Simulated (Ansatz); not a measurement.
As (A7 type, space group R-3m)

```xyz
2
Lattice="1.8805 1.0857 3.5778 -1.8805 1.0857 3.5778 0.0000 -2.1714 3.5778" Properties=species:S:1:pos:R:3 pbc="T T T"
As     0.0000     0.0000     2.4258
As     0.0000     0.0000     8.3078
```

The slice is a (1 -1 0 2) plane (indices of the conventional cell) through the point (0.774, 0.774, 0.774) (fractional), spanned by u = [1 0 -1] and v = [010] in vectors of this cell: u (3.76 Å) and v (4.19 Å, at 90° to u). It covers one period; positions are fractions (u, v).

Level of theory: r2SCAN+rVV10 (plane waves to 500 eV, PAW, scalar-relativistic; Ansatz, a quantum-chemistry and plane-wave program). k mesh 15×15×15. These are valence fields of a PAW run, semicore shells included where kept as valence: close to a nucleus they are smooth pseudo fields. As was relaxed with its symmetry unable to fall.

Sketch the electron localisation function (ELF) on this plane as a map.


```
|xxxx677764210012467776xxx|
|xxx57877531000013577875xx|
|xx6788775310000135778876x|
|7788887642000000246788887|
|9999887531000000135788999|
|9999876321111111123678999|
|9998764222234432222467899|
|9887532224567765422235788|
|7664322346899998643223466|
|4332123578999999875321233|
|1111125789999999987521111|
|0001246899999999998642100|
|0001357899988889998753100|
|0002467888876678888764200|
|00125678876xxxx6788765210|
|0113577886xxxxxx688775311|
|1124677876xxxxxx678776421|
|2335678876xxxxxx678876533|
|44567888765xxxx5678887654|
|5567788887654456788887765|
|6667889887766667788988766|
|6667899988776677889998766|
|6667889988766667889988766|
|4567788988766667889887765|
|xx4678888765555678888764x|
|xxx46788765444456788764xx|
|xxxx677775432234577776xxx|
|xxxx677765321123567776xxx|
```
Scale: ten equal steps from 0.05 (start of '0') to 0.79 (end of '9'), in the order '0123456789'. Values: electron localisation function (ELF). The map has 25 points along u (one character each, u = 0 at the left) and 28 along v (v = 0 in the bottom row). Points within 0.5 Å of a nucleus are blanked (x), as the pseudised field means little there.
